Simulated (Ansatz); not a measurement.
## An elastic constant from a strain scan in ZrPbO$_{3}$

Level of theory: DFT r2SCAN, scalar-relativistic, plane waves, PAW (Ansatz 0.2.0). Cutoff 500 eV, Γ-centred 6×6×6 k-points, Gaussian smearing of 0.05 eV. Spin–orbit coupling is left out, which can shift energies with elements as heavy as these. No spin polarisation. Energies are free energies at this smearing, counted from the undisturbed cell; pressure is positive in compression.

Zero of the scan (relaxed at this level; it needn't be the usual structure):

```
Zr Pb O
1.0
     4.15955    0.00000    0.00000
     0.00000    4.15955    0.00000
     0.00000    0.00000    4.15955
Zr Pb O
1 1 3
Direct
  0.00000 0.00000 0.00000
  0.50000 0.50000 0.50000
  0.50000 0.00000 0.00000
  0.00000 0.00000 0.50000
  0.00000 0.50000 0.00000
```

The cell is strained by ε times the Voigt pattern (0, 0, 0, 1, 0, 0) (xx, yy, zz, yz, xz, xy; engineering shear) with fractional coordinates fixed. The cell holds 5 atoms in V0 = 71.97 Å³. The stress column is τ = (1/V0) dE/dε, got from the stress tensor σ (compression positive) at each point as −det(1 + εP) σ : P(1 + εP)⁻¹, with P the pattern as a tensor.

| ε | ΔE (meV/atom) | τ (GPa) |
| --- | --- | --- |
| -0.0350 | 3.845 | -2.446 |
| -0.0300 | 2.826 | -2.095 |
| -0.0250 | 1.964 | -1.744 |
| -0.0200 | 1.261 | -1.394 |
| -0.0150 | 0.711 | -1.045 |
| -0.0100 | 0.322 | -0.697 |
| -0.0050 | 0.086 | -0.348 |
| 0.0000 | 0.000 | 0.000 |
| 0.0050 | 0.086 | 0.348 |
| 0.0100 | 0.322 | 0.697 |
| 0.0150 | 0.711 | 1.045 |
| 0.0200 | 1.261 | 1.394 |
| 0.0250 | 1.964 | 1.744 |
| 0.0300 | 2.826 | 2.095 |
| 0.0350 | 3.845 | 2.446 |
| 0.0400 | ? | ? |

Question: Which combination of elastic constants does this scan measure, and how large is it?

Answer: For small ε, τ = τ0 + Kε with K = pᵀCp, which for this pattern is C44 in the cubic axes. The parabola through τ at ε = -0.0050, 0 and 0.0050 has slope K = 70 GPa at zero. The energies per cell, E = NΔE, of the wider pair ε = ±0.0300 give K = 2[E(ε₊)/ε₊ − E(ε₋)/ε₋]/[(ε₊ − ε₋)V0] = 70 GPa, in agreement.

Question: Predict the withheld row at ε = 0.0400 from the harmonic law, and compare.

Answer: ΔE = V0(τ0 ε + Kε²/2)/N = 5.005 meV/atom and τ = 2.79 GPa. The calculation gives 5.025 meV/atom and 2.80 GPa, a miss of 0.4 % of the harmonic energy, so the harmonic law still holds here.

Symmetry holds off the tilts and polar distortions that many cubic perovskites undergo.

Cost: 9 runs of about 0.56 core-minutes in all, on AMD EPYC 9R45 (Zen 5) (shared hosts).